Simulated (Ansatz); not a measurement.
BP:
```
CELL_PARAMETERS angstrom
      6.20398     0.00000     0.00000
      0.00000     3.21404     0.00000
      0.00000     0.00000     5.36341
ATOMIC_POSITIONS crystal
  B  0.16280 0.25000 0.39952
  B  0.33720 0.75000 0.89952
  B  0.83720 0.75000 0.60048
  B  0.66280 0.25000 0.10048
  P  0.83792 0.25000 0.39279
  P  0.66208 0.75000 0.89279
  P  0.16208 0.75000 0.60721
  P  0.33792 0.25000 0.10721
```

Relaxed with PBE+D3(BJ). Special points in fractions of this cell's reciprocal vectors: Γ (0.000, 0.000, 0.000); X (0.500, 0.000, 0.000); S (0.500, 0.500, 0.000); Y (0.000, 0.500, 0.000); Z (0.000, 0.000, 0.500); U (0.500, 0.000, 0.500); R (0.500, 0.500, 0.500); T (0.000, 0.500, 0.500).

Question: List the band energies nearest the valence-band maximum at these points for DFT-PBE+D3(BJ) in the program Ansatz with PAW potentials.

Answer: In eV from the valence-band maximum; about four levels below and three above (degenerate sets whole), none deeper than 8.9 eV; points with the same levels are listed once.

| k | below | above |
|---|---|---|
| Γ | -1.24 -1.10 -0.77 0.00 | 1.17 1.60 1.65 |
| X | -2.51 -2.51 -0.91 -0.91 | 1.19 1.19 2.59 2.59 |
| S | -3.16 -3.16 -3.16 -3.16 | 2.76 2.76 2.76 2.76 |
| Y | -4.22 -4.22 -3.05 -3.05 | 1.32 1.32 3.51 3.51 |
| Z | -2.55 -2.55 -1.40 -1.40 | 1.23 1.23 2.25 2.25 |
| U | -1.73 -1.73 -1.52 -1.52 | 0.68 0.68 2.69 2.69 |
| R | -3.37 -3.37 -3.37 -3.37 | 2.71 2.71 2.71 2.71 |
| T | -2.53 -2.53 -1.53 -1.53 | 2.10 2.10 3.58 3.58 |

Space group Pnma. The start of the workflow was typed in or built on a structure type; neither database checked (COD, Materials Project) lists it. It is not the phase usual at ambient conditions (space group No. 216). The PBE+D3(BJ) relaxation kept the symmetry of its start; its stability against distortions is not shown here. The volume moved by 24 % from the start of the relaxation.

Potentials: the earlier of the program's two PAW sets.
